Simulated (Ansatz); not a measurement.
**Calculated O-17 NMR of the central transition for LaH₃O₃**

Cell: a Materials Project structure (computed, not necessarily an observed phase), atoms as given.

```
CELL_PARAMETERS angstrom
3.83109 0.00000 0.00000
0.27368 6.56521 0.00000
0.25209 3.23976 5.75856
ATOMIC_POSITIONS crystal
La 0.21750 0.66086 0.66398
La 0.72726 0.33053 0.32637
H 0.13032 0.71366 0.12977
H 0.23594 0.13151 0.13864
H 0.24267 0.13878 0.69914
H 0.75740 0.27164 0.86169
H 0.64251 0.86120 0.85104
H 0.64394 0.84490 0.28776
O 0.23469 0.61246 0.07201
O 0.25419 0.07574 0.30460
O 0.21888 0.30708 0.59484
O 0.72871 0.38939 0.91077
O 0.71189 0.91473 0.68851
O 0.73906 0.68677 0.38471
```

Atom numbers follow the list; atoms alike are taken as one site, whose name carries the number of the first.

The numbers come from a DFT calculation in Ansatz (PBE, plane waves and PAW, scalar-relativistic, 420 eV cutoff, Γ-centred 6×4×4 k-points, Fermi–Dirac smearing 0.02 eV).

O-17 has I = 5/2 and Q = -25.58 mb (Pyykkö 2018); at 18.8 T its Larmor frequency is ν₀ = 108.6 MHz. Only the quadrupole interaction is simulated: positions count from each site's isotropic chemical shift, and J coupling is left out, as are shift anisotropy and dipolar coupling, which fast spinning averages.

Question: Give C_Q, η, the quadrupolar product P_Q = |C_Q|(1 + η²/3)^½, the second-order isotropic shift and the breadth of the pattern (fast magic-angle spinning) for each O site.

Answer: 

```tsv
site	first shell	C_Q (MHz)	η	P_Q (MHz)	δ_QIS (ppm)	breadth (kHz)
O9	1 H at 0.98 Å; also 3 La at 2.56–2.65 Å	-7.32	0.07	7.33	-27.3	6.51
O10	1 H at 0.98 Å; also 3 La at 2.57–2.61 Å	-7.71	0.11	7.72	-30.4	7.29
O11	1 H at 0.98 Å; also 3 La at 2.54–2.59 Å	-7.55	0.08	7.56	-29.1	6.93
O12	1 H at 0.98 Å; also 3 La at 2.56–2.60 Å	-7.66	0.07	7.67	-29.9	7.11
O13	1 H at 0.98 Å; also 3 La at 2.56–2.64 Å	-7.55	0.06	7.56	-29.1	6.89
O14	1 H at 0.98 Å; also 3 La at 2.55–2.62 Å	-7.23	0.10	7.25	-26.7	6.41
```

δ_QIS = −(ν_Q²/30ν₀²)[I(I+1) − 3/4](1 + η²/3) × 10⁶ ppm with ν_Q = 3|C_Q|/[2I(2I−1)]; it falls as 1/B₀² in ppm, and the breadth as 1/B₀ in kHz.

At O9, O10, O11, O12, O13 and O14 V_zz points along its bond to H (within 3°) in each case.

The largest force is 0.4 eV/Å, so the atoms aren't at the calculated equilibrium and relaxing them would move these values.
